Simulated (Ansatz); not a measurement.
An Ansatz (a first-principles code) run. Input:

Ansatz 0.2 input:
```yaml
crystal:
  lattice:
    - [3.8294764349, 0.0, 0.0]
    - [0.0, 3.8294764349, 0.0]
    - [0.0, 0.0, 3.8294764349]
  atoms:
    - { symbol: Ta, position: [0.5, 0.5, 0.5] }
    - { symbol: Ru, position: [0.5, 0.0, 0.0] }
    - { symbol: Ru, position: [0.0, 0.5, 0.0] }
    - { symbol: Ru, position: [0.0, 0.0, 0.5] }
kpoints:
  mp_grid: { grid: [11, 11, 11] }
hamiltonian:
  xc: lda
  pseudopotentials: { kind: paw }
scf:
  occupations: { method: fermi_dirac, width: 0.1 }
phonons:
  method: dfpt
  response_accuracy: low
  eigenvectors: true
  rigid_motions: translations
```

Output (shortened):

```
Pseudopotential: Ta, paw, valence charge 13
Pseudopotential: Ru, paw, valence charge 16
Functional definition: SPW92
Crystal: 4 atoms, lattice volume = 56.159 Å³
Basis set: ecut = 420 eV, 1045 PW (Γ), exchange–correlation on 54×54×54 points (8 copies of the dense FFT grid, shifted against one another)
Bands: 37, of which v1, the nominal top of the filled ones, is band 31 counted from 1 (30 counted from 0)
Symmetry: 48 space group operations
k-points: 216 of 1331 (irreducible under 8 space group operations)
SCF iter   1: F=—  HF=-26958.294819 eV  |F-HF|=—  |Δ(HF+E_count)|=         —  Δρ=1.36e-2  dr2=1.45e-1  ethr=1.77e-3  ⟨swp⟩=5.1  Hψ=28628  notcnv=0
preconditioner: auto → Kerker (q_TF=auto, 2.766 Å⁻¹)
SCF iter   2: F=—  HF=-26958.280561 eV  |F-HF|=—  |Δ(HF+E_count)|=   1.43e-2  Δρ=6.41e-3  dr2=3.69e-2  ethr=2.38e-4  ⟨swp⟩=1.0  Hψ=9727  notcnv=0
SCF iter   3: F=—  HF=-26958.275397 eV  |F-HF|=—  |Δ(HF+E_count)|=   5.16e-3  Δρ=9.59e-4  dr2=8.13e-4  ethr=6.06e-5  ⟨swp⟩=1.9  Hψ=8725  notcnv=0
SCF iter   4: F=—  HF=-26958.275182 eV  |F-HF|=—  |Δ(HF+E_count)|=   2.15e-4  Δρ=1.67e-4  dr2=1.01e-5  ethr=1.33e-6  ⟨swp⟩=2.0  Hψ=13745  notcnv=0
SCF iter   5: F=—  HF=-26958.275179 eV  |F-HF|=—  |Δ(HF+E_count)|=   3.41e-6  Δρ=4.49e-5  dr2=1.16e-6  ethr=1.66e-8  ⟨swp⟩=2.0  Hψ=12884  notcnv=0
SCF iter   6: F=—  HF=-26958.275178 eV  |F-HF|=—  |Δ(HF+E_count)|=   4.82e-7  Δρ=7.00e-6  dr2=2.38e-8  ethr=1.91e-9  ⟨swp⟩=2.8  Hψ=13523  notcnv=0
SCF iter   7: F=—  HF=-26958.275178 eV  |F-HF|=—  |Δ(HF+E_count)|=  4.15e-10  Δρ=2.36e-6  dr2=3.83e-9  ethr=3.91e-11  ⟨swp⟩=2.1  Hψ=12647  notcnv=0
SCF iter   8: F=—  HF=-26958.275178 eV  |F-HF|=—  |Δ(HF+E_count)|=  9.90e-10  Δρ=5.20e-7  dr2=1.37e-10  ethr=6.29e-12  ⟨swp⟩=2.0  Hψ=10824  notcnv=0
SCF iter   9: F=-26958.275178 eV  HF=-26958.275178 eV  |F-HF|=1.09e-11  |Δ(HF+E_count)|=  2.91e-11  Δρ=7.80e-8  dr2=2.03e-12  ethr=1.00e-12  ⟨swp⟩=5.8  Hψ=33021  notcnv=0
SCF 1 converged in 9 iterations: F = -26958.275178 eV  dr2 = 2.03e-12
DFPT response loops at Γ: preconditioner auto → Kerker (q_TF=auto, 2.766 Å⁻¹) (partly filled bands, converged f_vac=0.000) …
SCF converged after 9 iterations
Free energy (F): -26958.275178 eV
Harris-Foulkes:  -26958.275178 eV  (|F-HF|=1.09e-11)
Internal energy: -26958.139816 eV  (E = F + TS)
E sigma→0 (E₀):  -26958.207497 eV
Entropy (-TS):   -0.135363 eV (-33.841 meV/atom)
Fermi energy:    22.712428 eV
--- Per-component energies (eV) ---
  E_band       = -233.263087
  E_kinetic    = 1917.307148
  E_local      = -4370.618442  (includes V_loc(G=0)·N_el)
  E_nonlocal   = 1067.409749
  E_hartree    = 1435.599151
  E_xc         = -788.408251
  E_vxc        = -924.635868  (∫ρ·V_xc dr)
  E_paw        = -18174.006755  (= ΣΔE_a)
  E_vpaw       = -793.923439  (= ΣTr[D̂ρ^β])
  E_aug_tail   = -0.000573  (compensation charges beyond the density's cutoff)
  E_ewald      = -8047.395801
  E_core_change = 1.973958  (= ΣΔE_core)
  E_smearing   = -0.135363  (= −TS)
  E_closure    =  0.000000  (closes the sum)
  Σ components = -26958.275178   (vs F -26958.275178, Δ=0.00e0)
  [band-id]    e_kinetic+e_local+e_nonlocal+2·e_hartree+e_vxc+e_vpaw+e_augmentation_tail = -233.263122   (vs E_band -233.263087, Δ=-3.50e-5)
--- Band table (eV; the first three rows and the last of 216) ---
  k-point 0: bands = ["-49.6620", "-49.4970", "-49.4970", "-44.7830", "-20.0078", "-20.0078", "-20.0078", "-19.5668", "-19.5668", "-19.5668", "-19.3437", "-19.3437", "-19.3437", "-11.3086", "-11.3086", "-11.3086", "14.6623", "16.6565", "16.6565", "16.7384", …
  k-point 1: bands = ["-49.6590", "-49.4999", "-49.4970", "-44.7832", "-19.9997", "-19.9997", "-19.9947", "-19.5694", "-19.5694", "-19.5680", "-19.3575", "-19.3491", "-19.3491", "-11.3161", "-11.3109", "-11.3109", "14.7876", "16.7390", "16.7522", "16.8206", …
  k-point 2: bands = ["-49.6502", "-49.5084", "-49.4968", "-44.7837", "-19.9766", "-19.9766", "-19.9563", "-19.5780", "-19.5780", "-19.5712", "-19.3975", "-19.3634", "-19.3634", "-11.3359", "-11.3169", "-11.3169", "15.1518", "16.9531", "17.0280", "17.0726", …
  k-point 215: bands = ["-49.5525", "-49.5492", "-49.5492", "-44.7846", "-20.2119", "-19.9486", "-19.9486", "-19.9485", "-19.3819", "-19.3819", "-19.3465", "-19.3465", "-19.3456", "-11.3272", "-11.3233", "-11.3233", "16.8197", "17.0763", "17.1131", "17.1131", …
--- Phonons (Γ-DFPT): 3 representative perturbations + reference, on 216 of 1331 k-points (Σ response iterations 8) ---
  ASR residual: 9.803e-4 → 0.000e0 eV/Å²; symmetrization residual: 2.582e-4 eV/Å²
  ASR residual per site (eV/Å²): 9.80e-4 5.51e-4 5.51e-4 5.51e-4
  Γ frequencies (cm⁻¹): 0.00 0.00 0.00 129.40 129.40 129.40 170.72 170.72 170.72 217.37 217.37 217.37
  non-analytic LO–TO correction: not included (Born effective charges unavailable; polar crystals: no LO–TO splitting at Γ)
```

Cost: very roughly 100 core-seconds on shared cores.

Space group Pm-3m (Cu3Au type). The workflow started from a Materials Project entry (that database holds measured and hypothetical structures alike); the Crystallography Open Database copy checked does not list it. Its standing as an ambient phase is unchecked. Symmetry was held in the LDA relaxation; whether a distortion lowers the energy is not shown. No spin polarisation was allowed. As this level gives no gap, phonon frequencies hold no LO–TO term and depend on the k-mesh and smearing (Fermi–Dirac, 0.1 eV here). Spin–orbit coupling is left out wherever it is not named.

Potentials: the later of the program's two PAW sets.

Ansatz is a plane-wave DFT program.
